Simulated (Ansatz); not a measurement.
Y4Ga12Pt:
Space group Im-3m (No. 229); a = b = c = 8.574 Å, α = β = γ = 90.00°

| atom | site | symmetry | x | y | z |
|---|---|---|---|---|---|
| Y | 8c | .-3m | 0.2500 | 0.2500 | 0.2500 |
| Ga | 12e | 4m.m | 0.0000 | 0.0000 | 0.2981 |
| Ga | 12d | -4m.2 | 0.0000 | 0.2500 | 0.5000 |
| Pt | 2a | m-3m | 0.0000 | 0.0000 | 0.0000 |
(The calculation used a cell of 17 atoms; values per cell refer to that cell.)

This is the r²SCAN-relaxed structure.

Problem. All from plane-wave PAW r²SCAN (Ansatz code), unless another level is named. Estimate the formation energy from the elements (no fitted shifts).

Solution. -0.68 eV/atom.

Problem. Predict the density of states at the Fermi level.

Solution. 0.15 states/eV per atom (mean over ±0.08 eV).

The first step of the workflow began from a Materials Project structure, measured or hypothetical; the Crystallography Open Database copy checked does not list it. Whether it is the stable phase at ambient conditions was not checked. The cell was relaxed with r²SCAN under the symmetry of its start; its stability against distortions is not shown here. No spin polarisation was allowed. The references are the lowest solids computed at this level, not always the standard phases. Scalar-relativistic: spin–orbit coupling is off unless named, which matters more the heavier the elements.

Potentials: the later of the program's two PAW sets.
